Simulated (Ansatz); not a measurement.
Given:

RbBr (rock salt, Fm-3m), a = 6.9259 Å, b = 6.9259 Å, c = 6.9259 Å, α = 90.00°, β = 90.00°, γ = 90.00°; the cell used has 2 atoms.

This is the r²SCAN-relaxed structure.

Task: All from plane-wave PAW r²SCAN (Ansatz code), unless another level is named. Predict the gap with spin–orbit coupling.

Result: 4.73 eV.

Task: What about the hole effective mass, band 3 of 3 at the edge?

Result: 0.62 along [100], 0.74 along [110], 0.80 along [111] (mₑ).

Task: Give the band gap.

Result: 4.89 eV (direct).

Task: And the hole effective mass, band 1 of 3 at the edge?

Result: 5.5 along [100], 5.5 along [110], 2.8 along [111] (mₑ).

Task: Give the hole effective mass with spin–orbit coupling, band 1 of 2 at the edge.

Result: 5.3 along [100], 3.1 along [110], 2.6 along [111] (mₑ).

Task: What about the weight of the valence-edge state by species (Voronoi cells)?

Result: Br 96 %, Rb 4 %.

The r²SCAN relaxation kept the symmetry of its start. Scalar-relativistic: spin–orbit coupling is off unless named, which matters more the heavier the elements.

Potentials: the later of the program's two PAW sets.
